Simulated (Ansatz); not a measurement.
Ansatz input

```yaml
crystal:
  lattice:
    - [5.5108825528, 0.0, 0.0]
    - [-2.7554412764, 4.772564288, 0.0]
    - [0.0, 0.0, 3.4479265717]
  atoms:
    - { symbol: In, position: [0.0, 0.0, 0.0] }
    - { symbol: In, position: [0.3333333333, 0.6666666667, 0.5] }
    - { symbol: In, position: [0.6666666667, 0.3333333333, 0.5] }
hamiltonian:
  xc: blyp
  pseudopotentials:
    kind: paw
    azcp:
      In: "pseudopotentials/In.paw.azcp"
basis:
  ecutwfc: 420
  fft_grid_basis: typed
kpoints:
  mp_grid: { grid: [8, 8, 10], shift: [0, 0, 0] }
magnetization:
  spin_polarized: false
scf:
  occupations: { method: fermi_dirac, width: 0.1 }
  lower_state_search: "off"
output:
  stress: true
  write_density: true
  write_potential: true
  elf: true
  volumetric_format: npy
```

Terminal output

```
Engine: ansatz 0.2.0, aarch64-unknown-linux-gnu
Pseudopotentials: kind: paw
Pseudopotential: In, paw, valence charge 13, recommended cutoff 420 eV (normal) 
Functional definition: BLYP
  parameter beta = 0.0042
  parameter a = 0.04918
  parameter b = 0.132
  parameter c = 0.2533
  parameter d = 0.349
  exchange = b88_x(beta = beta)
  correlation = lyp_c(a = a, b = b, c = c, d = d)
Crystal: 3 atoms, lattice volume = 90.684 Å³
Basis set: ecut = 420 eV, 1757 PW (Γ), exchange–correlation on 80×80×48 points (8 copies of the dense FFT grid, shifted against one another)
Bands: 24, of which v1, the nominal top of the filled ones, is band 20 counted from 1 (19 counted from 0)
Symmetry: 24 space group operations
Space group: P6/mmm (ITA 191), of the structure as read, at distance tolerance 4.5e-5 Å
k-points: 60 of 640
Non-local potential: In, projectors of the file, l = 0: 2, l = 1: 2, l = 2: 2, l = 3: 2
PAW form: soft (Blöchl's): semilocal exchange-correlation on the pseudo side does not see the compensation charge
PAW frozen core: In, regenerated for the run's functional, and the local potential with it (the file was generated under x = pbe(κ = 0.804, μ = 0.2195149727645171), c = pbe(β = 0.06672455060314922))
PAW one-centre angular grid: In, 590 points (default); XC on 64 Gauss nodes
Initial density: superposition of atomic densities (neutral atoms: chi_scale 0, normalization atom), corrected by the library's trained network
Initial wavefunctions: pseudopotential atomic-orbital guess
Functional: x = b88, c = lyp
SCF iter   1: F=—  HF=-16841.411802 eV  |F-HF|=—  |Δ(HF+E_count)|=         —  Δρ=5.72e-3  dr2=2.20e-2  ethr=1.77e-3  ⟨swp⟩=5.5  Hψ=6174  notcnv=0
SCF iter   2: F=—  HF=-16841.409578 eV  |F-HF|=—  |Δ(HF+E_count)|=   2.22e-3  Δρ=3.82e-3  dr2=1.04e-2  ethr=5.63e-5  ⟨swp⟩=1.0  Hψ=1920  notcnv=0
SCF iter   3: F=—  HF=-16841.410940 eV  |F-HF|=—  |Δ(HF+E_count)|=   1.36e-3  Δρ=1.42e-3  dr2=1.39e-3  ethr=2.68e-5  ⟨swp⟩=3.0  Hψ=2661  notcnv=0
SCF iter   4: F=—  HF=-16841.410530 eV  |F-HF|=—  |Δ(HF+E_count)|=   4.10e-4  Δρ=4.61e-4  dr2=2.44e-4  ethr=3.56e-6  ⟨swp⟩=2.8  Hψ=2485  notcnv=0
SCF iter   5: F=—  HF=-16841.410541 eV  |F-HF|=—  |Δ(HF+E_count)|=   1.06e-5  Δρ=1.27e-4  dr2=9.58e-6  ethr=6.25e-7  ⟨swp⟩=2.0  Hψ=2621  notcnv=0
SCF iter   6: F=—  HF=-16841.410547 eV  |F-HF|=—  |Δ(HF+E_count)|=   6.59e-6  Δρ=3.28e-5  dr2=9.42e-7  ethr=2.46e-8  ⟨swp⟩=2.0  Hψ=2410  notcnv=0
SCF iter   7: F=-16841.410548 eV  HF=-16841.410548 eV  |F-HF|=2.83e-8  |Δ(HF+E_count)|=   5.80e-7  Δρ=8.65e-6  dr2=7.79e-8  ethr=2.56e-10  ⟨swp⟩=7.0  Hψ=9695  notcnv=0
SCF 1 converged in 7 iterations: F = -16841.410548 eV  dr2 = 7.79e-8
SCF converged after 7 iterations
Free energy (F): -16841.410548 eV
Harris-Foulkes:  -16841.410548 eV  (|F-HF|=2.83e-8)
Internal energy: -16841.352963 eV  (E = F + TS)
E sigma→0 (E₀):  -16841.381755 eV
Entropy (-TS):   -0.057585 eV (-19.195 meV/atom)
Fermi energy:    8.835192 eV
--- Per-component energies (eV) ---
  E_band       = -124.241822
  E_kinetic    = 722.350476
  E_local      = -3497.277971  (includes V_loc(G=0)·N_el)
  E_nonlocal   = 1092.062817
  E_hartree    = 1367.832240
  E_xc         = -640.985455
  E_vxc        = -293.364962  (∫ρ·V_xc dr)
  E_paw        = -12506.921902  (= ΣΔE_a)
  E_vpaw       = -883.685221  (= ΣTr[D̂ρ^β])
  E_aug_tail   = 0.000079  (compensation charges beyond the density's cutoff)
  E_ewald      = -3377.845851
  E_core_change = -0.567395  (= ΣΔE_core)
  E_smearing   = -0.057585  (= −TS)
  E_closure    = -0.000000  (closes the sum)
  Σ components = -16841.410548   (vs F -16841.410548, Δ=0.00e0)
--- Stress (GPa, compression-positive) ---
        1.286047       0.000000       0.000000
        0.000000       1.286047       0.000000
        0.000000       0.000000       0.954689
  P = ⅓ Tr σ = 1.1756 GPa (11.756 kbar)
--- Band table (eV; the first three rows and the last of 60) ---
  k-point 0: bands = ["-5.9403", "-5.7831", "-5.7831", "-5.7680", "-5.7521", "-5.7069", "-5.7069", "-5.6749", "-5.6749", "-5.6732", "-5.6732", "-5.6644", "-5.6644", "-5.5492", "-5.5492", "0.1550", "5.7160", "5.9906", "8.1727", "8.1727", "8.3246", "8.3246", "12.8130", "16.3756"]
  k-point 1: bands = ["-5.9191", "-5.7819", "-5.7819", "-5.7473", "-5.7382", "-5.7382", "-5.7286", "-5.7013", "-5.7013", "-5.6501", "-5.6501", "-5.6496", "-5.6496", "-5.5521", "-5.5521", "0.2863", "5.7922", "6.1087", "8.2904", "8.2904", "8.4664", "8.4664", "11.5863", "16.7693"]
  k-point 2: bands = ["-5.8637", "-5.7860", "-5.7860", "-5.7782", "-5.7782", "-5.7376", "-5.7376", "-5.6931", "-5.6667", "-5.6474", "-5.6474", "-5.6246", "-5.6246", "-5.5557", "-5.5557", "0.6810", "5.9637", "6.4658", "8.6282", "8.6282", "8.8862", "8.8862", "9.7433", "14.7775"]
  k-point 59: bands = ["-5.8938", "-5.8459", "-5.8008", "-5.7698", "-5.7652", "-5.7627", "-5.7287", "-5.7192", "-5.6738", "-5.6528", "-5.6201", "-5.5321", "-5.5251", "-5.5180", "-5.5118", "4.6459", "5.0591", "5.3240", "6.6596", "6.9952", "7.6598", "11.4364", "12.4815", "13.0349"]
```
